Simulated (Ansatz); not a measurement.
GaN:
```cif
data_Ga2N2
_chemical_formula_sum 'Ga2 N2'
_space_group_name_H-M_alt 'P 1'
_space_group_IT_number 1
_cell_length_a 3.18286
_cell_length_b 3.18286
_cell_length_c 5.18543
_cell_angle_alpha 90.000
_cell_angle_beta 90.000
_cell_angle_gamma 120.000
loop_
_space_group_symop_operation_xyz
  'x, y, z'
loop_
_atom_site_label
_atom_site_type_symbol
_atom_site_fract_x
_atom_site_fract_y
_atom_site_fract_z
_atom_site_occupancy
Ga1 Ga 0.66667 0.33333 0.49918 1
Ga2 Ga 0.33333 0.66667 0.99918 1
N1 N 0.66667 0.33333 0.87582 1
N2 N 0.33333 0.66667 0.37582 1
```

Relaxed with PBEsol. Plane-wave PAW PBEsol (Ansatz code) gives a gap of 1.88 eV.

Q: What gap does HSE06 give on the same cell (Ansatz, PAW)?

A: 3.19 eV, 1.32 eV more. The hybrid was solved on a coarser mesh and at special points; its gap is the smallest among all of these.

| k | v1 PBEsol | c1 PBEsol | v1 HSE06 | c1 HSE06 |
|---|---|---|---|---|
| Γ | 0.00 | 1.88 | 0.00 | 3.19 |
| A | -0.54 | 4.21 | -0.58 | 5.68 |
| K | -2.77 | 5.01 | ? | ? |
| H | -1.50 | 6.34 | ? | ? |
| M | -1.01 | 4.94 | ? | ? |
| L | -1.92 | 4.30 | ? | ? |

Q: Top valence (v1) and lowest conduction level (c1) in eV from each method's valence maximum (which need not be a listed point): supply the withheld HSE06 values.

A: 
- L, v1 HSE06: -2.04
- L, c1 HSE06: 5.68
- M, v1 HSE06: -1.08
- M, c1 HSE06: 6.37
- K, v1 HSE06: -2.96
- K, c1 HSE06: 6.32
- H, v1 HSE06: -1.59
- H, c1 HSE06: 7.90

Cost on shared cores: the PBEsol run (SCF on a 10×10×6 mesh, then bands and DOS) about 29 core-seconds (a rough figure), the HSE06 run (SCF on 7×7×4, then a few points) very roughly 2.2 core-minutes; the tasks are unlike.

Space group P6_3mc (wurtzite). The cell was relaxed with PBEsol under the symmetry of its start. Spin–orbit coupling is left out wherever it is not named.

Potentials: the earlier of the program's two PAW sets.
